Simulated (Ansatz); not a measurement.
InMo$_{2}$C in space group P6_3/mmc (No. 194; In on 2d, Mo on 4f, C on 2a) at seven volumes, DFT-r²SCAN in the program Ansatz with PAW potentials, shape and atoms relaxed at each. One row is withheld.

| V (Å³/atom) | P (GPa) |
|---|---|
| 13.316 | ? |
| 13.755 | 12.94 |
| 14.194 | 5.93 |
| 14.633 | 0.01 |
| 15.072 | -5.02 |
| 15.511 | -9.15 |
| 15.950 | -12.50 |

Problem. Fit the shown pressures and predict the withheld one.

Solution. P = (3/2)B₀(x^(7/2) − x^(5/2))[1 + (3/4)(B′ − 4)(x − 1)] with x = (V₀/V)^(2/3). Least squares on the six rows gives V₀ = 14.631 Å³/atom, B₀ = 180 GPa, B′ = 4.99. At V = 13.316, x = 1.0648 and P = 21.45 GPa. The run itself gave 21.33 GPa.

The start of the workflow was typed in or built on a structure type; neither database checked (COD, Materials Project) lists it. Its standing as an ambient phase is unchecked. The r²SCAN relaxation kept the symmetry of its start; its stability against distortions is not shown here. The run is not spin-polarised.

Potentials: the earlier of the program's two PAW sets.
